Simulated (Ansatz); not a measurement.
The guess for Ge₂Sb₂O was proposed by analogy with related compounds (Imm2, No. 44). Its size is a guess.

```
Ge Sb O
1.0
    -2.00000    5.40000    2.70000
     2.00000   -5.40000    2.70000
     2.00000    5.40000   -2.70000
Ge Sb O
2 2 1
Direct
  0.65500 0.00000 0.65500
  0.34500 0.00000 0.34500
  0.39000 0.25000 0.14000
  0.11000 0.25000 0.86000
  0.66000 0.16000 0.50000
```

Theory: DFT PBE, scalar-relativistic, plane waves, PAW (Ansatz). Cutoff 420 eV, Gaussian smearing, Γ-centred meshes. Cell and atoms relax first on a coarse mesh, the cell is then made exact in the group found at 0.06 to 0.08 Å, and last on a converged mesh; the steps can't lower the symmetry of their start. No spin polarisation.

A guess keeps its type if space group and coordination stay and the shape of the cell changes little (axis ratios within about 15 %, angles within 6°); the volume may change.

Question: Will the relaxed cell still be of the starting type?

Answer: It keeps its type. The symmetry stays Imm2 (No. 44). The volume per atom grows by 20.6 %, from 23.3 to 28.1 Å³. The shortest distance goes from 1.88 Å (Ge–O) to 1.84 Å (Ge–O). Counting neighbours within 15 % of an atom's shortest distance, the start has Ge 1, O 2, Sb 3 and the end Ge 1, O 2, Sb 3.

The last run used a 10×10×10 mesh for its 5-atom cell and Gaussian smearing of 0.10 eV. Spin–orbit coupling, which can matter for Sb, is left out. A structure relaxed within its symmetry needn't be a true minimum. Another cell of the same search, in P1, lies 33 meV/atom lower, so this cell isn't the stable form at this level.
